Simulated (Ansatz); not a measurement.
**Equation of state of TiGa$_{3}$ from a dense series**

```xyz
4
Lattice="-1.8945 1.8945 4.3670 1.8945 -1.8945 4.3670 1.8945 1.8945 -4.3670" Properties=species:S:1:pos:R:3 pbc="T T T"
Ti    0.0000    0.0000    0.0000
Ga    0.0000    0.0000    4.3670
Ga    0.0000    1.8945    2.1835
Ga    1.8945    0.0000    2.1835
```

Atom numbers follow the list: Ti1, Ga2, Ga3, Ga4.

The cell comes from COD entry 1522707, which wasn't checked; take it as a given geometry.

Spin polarisation is left out, and whether a magnetic state lies lower isn't shown here.

All numbers below come from DFT, PBEsol, all-electron LAPW, scalar-relativistic in Ansatz 0.2.0.

Sampling and basis: a Γ-centred 14×14×14 k mesh, Fermi–Dirac smearing of 0.05 eV, basis error target 0.5 meV/atom, no spin polarisation.

The cell is scaled evenly. Fractional coordinates are held (clamped ions).

```csv
V (Å³/atom),P (GPa)
15.047,1.31
15.360,-1.04
15.517,-2.11
15.674,-3.13
15.830,-4.09
15.987,-4.99
16.301,-6.65
16.614,-8.12
```

Q: Fit a third-order Birch–Murnaghan curve to the pressures.

A: P = (3B0/2)(y^(7/2) − y^(5/2))[1 + (3/4)(B0′ − 4)(y − 1)] with y = (V0/V)^(2/3) fits within 0.01 GPa for V0 = 15.217 Å³/atom, B0 = 113.4 GPa and B0′ = 4.66.

Q: Predict the pressure at the withheld volume, 14.733 Å³/atom.

A: There y = 1.0218, so the fit gives 3.95 GPa; the run gave 3.94 GPa.
